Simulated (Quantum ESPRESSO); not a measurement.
CdS has the cubic space group F-43m (No. 216), the zinc blende structure, Pearson symbol cF8. Cell: a = 5.8831 Å, b = 5.8831 Å, c = 5.8831 Å, α = 90.00°, β = 90.00°, γ = 90.00°. S on 4b is coordinated by 4 Cd at 2.547 Å (tetrahedral). Cd on 4c is surrounded by 4 S at 2.547 Å (tetrahedral). (Neighbours: up to the widest gap in distance over summed covalent radii, below 1.35, at either atom; cation-cation contacts left out.)
(The calculation used a cell of 2 atoms; values per cell refer to that cell.)

The PBEsol cell relaxed from Materials Project entry mp-2469 was given an isotropic strain of +1 % on all lattice vectors, and the atoms were relaxed again.

### Question
What does PBEsol (pw.x of Quantum ESPRESSO, ONCV potentials, without SOC) give for the electronic structure near the Fermi level?

### Answer
The PBEsol gap is direct, 0.95 eV at Γ. Spin-orbit splittings are left out.
